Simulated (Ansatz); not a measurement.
SiC (wurtzite)

```xyz
4
Lattice="3.0755 0.0000 0.0000 -1.5377 2.6634 0.0000 0.0000 0.0000 5.0486" Properties=species:S:1:pos:R:3 pbc="T T T"
Si     1.5377     0.8878     0.0025
Si     0.0000     1.7756     2.5268
C      1.5377     0.8878     3.1539
C      0.0000     1.7756     0.6296
```

Two coordinates are scanned: the volume, and the ratio of the stretch along z (the conventional c axis) to the stretch across it. Atoms keep their fractional coordinates.

Computed with r2SCAN (plane waves to 500 eV, PAW, scalar-relativistic; Ansatz, a program for electronic structure). k mesh 12×12×7 (Γ-centred), Fermi-Dirac smearing 0.05 eV. Compression counts positive. As the atoms are clamped, bonds stretch with the cell, which overstates energies and stresses. SiC was relaxed with its symmetry unable to fall. The PAW data are Ansatz's earlier set.

Changes of σzz (GPa) from the point V/V₀ = 1.000, (c/a)/(c/a)₀ = 1.000 when one coordinate moves alone (two changes are said to add if the coupling is within 5 % of the smaller one, nearly so within 20 %):

```json
[
 {"point": "V/V₀ = 1.000, (c/a)/(c/a)₀ = 0.960", "change": "16.64"},
 {"point": "V/V₀ = 1.000, (c/a)/(c/a)₀ = 0.973", "change": "10.80"},
 {"point": "V/V₀ = 1.000, (c/a)/(c/a)₀ = 0.987", "change": "5.25"},
 {"point": "V/V₀ = 0.920, (c/a)/(c/a)₀ = 1.000", "change": "21.88"},
 {"point": "V/V₀ = 0.947, (c/a)/(c/a)₀ = 1.000", "change": "13.63"},
 {"point": "V/V₀ = 0.973, (c/a)/(c/a)₀ = 1.000", "change": "6.37"},
 {"point": "V/V₀ = 1.027, (c/a)/(c/a)₀ = 1.000", "change": "-5.60"},
 {"point": "V/V₀ = 1.053, (c/a)/(c/a)₀ = 1.000", "change": "-10.51"},
 {"point": "V/V₀ = 1.080, (c/a)/(c/a)₀ = 1.000", "change": "-14.83"},
 {"point": "V/V₀ = 1.000, (c/a)/(c/a)₀ = 1.013", "change": "-4.98"},
 {"point": "V/V₀ = 1.000, (c/a)/(c/a)₀ = 1.027", "change": "-9.69"},
 {"point": "V/V₀ = 1.000, (c/a)/(c/a)₀ = 1.040", "change": "-14.16"}
]
```

Do the two effects add at V/V₀ = 0.973, (c/a)/(c/a)₀ = 0.960? Give the computed change.

The sum of the single changes is 6.37 + (16.64) = 23.01; the calculation gives 24.17, so the coupling contributes 1.16 (under 20 % of the smaller single change, nearly additive).

Do the two effects add at V/V₀ = 0.947, (c/a)/(c/a)₀ = 0.973? Give the computed change.

The sum of the single changes is 13.63 + (10.80) = 24.43; the calculation gives 26.00, so the coupling contributes 1.57 (under 20 % of the smaller single change, nearly additive).

Do the two effects add at V/V₀ = 1.080, (c/a)/(c/a)₀ = 0.987? Give the computed change.

The sum of the single changes is -14.83 + (5.25) = -9.58; the calculation gives -10.52, so the coupling contributes -0.94 (under 20 % of the smaller single change, nearly additive).

(A scan under strain: stresses follow from slopes of the energy per volume, elastic moduli from its curvatures.)
